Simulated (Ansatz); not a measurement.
### Question
Zr (diamond, space group No. 227) is relaxed with plane-wave PAW PBE (Ansatz code). What lattice parameters of the conventional cell result?

### Answer
a = 6.276 Å.

Space group Fd-3m (diamond). The start of the workflow was typed in or built on a structure type; neither database checked (COD, Materials Project) lists it. It is not the phase usual at ambient conditions (space group No. 194). The PBE relaxation kept the symmetry of its start; its stability against distortions is not shown here. No spin polarisation was allowed. The volume moved by -16 % from the start of the relaxation.

Potentials: the later of the program's two PAW sets.
